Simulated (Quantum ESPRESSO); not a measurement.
pw.x input (Quantum ESPRESSO 7.5; PBEsol, PseudoDojo standard norm-conserving files, scalar-relativistic):

```
&CONTROL
  calculation = 'scf'
  pseudo_dir = './pseudo'
  outdir = './out'
  tprnfor = .true.
  tstress = .true.
/
&SYSTEM
  ibrav = 0
  nat = 2
  ntyp = 2
  ecutwfc = 82.3
  ecutrho = 329.2
  occupations = 'smearing'
  smearing = 'fd'
  degauss = 0.005
  nbnd = 22
/
&ELECTRONS
  conv_thr = 2e-10
/
ATOMIC_SPECIES
Te 127.6000 Te.upf
Hg 200.5920 Hg.upf
CELL_PARAMETERS angstrom
  0.000000000000   3.289985000000   3.289985000000
  3.289985000000   0.000000000000   3.289985000000
  3.289985000000   3.289985000000   0.000000000000
ATOMIC_POSITIONS crystal
Te   0.750000000000   0.750000000000   0.750000000000
Hg   0.000000000000   0.000000000000   0.000000000000
K_POINTS automatic
12 12 12 0 0 0
```

End of the output:

```

[...]
     the Fermi energy is     8.0286 ev
!    total energy              =    -542.34064583 Ry
     estimated scf accuracy    <          1.2E-10 Ry
     smearing contrib. (-TS)   =      -0.00004649 Ry
     internal energy E=F+TS    =    -542.34059934 Ry
     The total energy is F=E-TS. E is the sum of the following terms:
     one-electron contribution =    -323.42162842 Ry
     hartree contribution      =     167.69567646 Ry
     xc contribution           =    -103.45460837 Ry
     ewald contribution        =    -283.16003900 Ry
     convergence has been achieved in   8 iterations
     Forces acting on atoms (cartesian axes, Ry/au):
     atom    1 type  1   force =    -0.00000000   -0.00000000    0.00000000
     atom    2 type  2   force =     0.00000000    0.00000000   -0.00000000
     Total force =     0.000000     Total SCF correction =     0.000000
     Computing stress (Cartesian axis) and pressure
          total   stress  (Ry/bohr**3)                   (kbar)     P=      -13.27
  -0.00009023   0.00000000   0.00000000          -13.27        0.00        0.00
   0.00000000  -0.00009023  -0.00000000            0.00      -13.27       -0.00
  -0.00000000  -0.00000000  -0.00009023           -0.00       -0.00      -13.27
```

Spin-orbit coupling is not included.

Geometry of the Materials Project entry, not relaxed at this level.
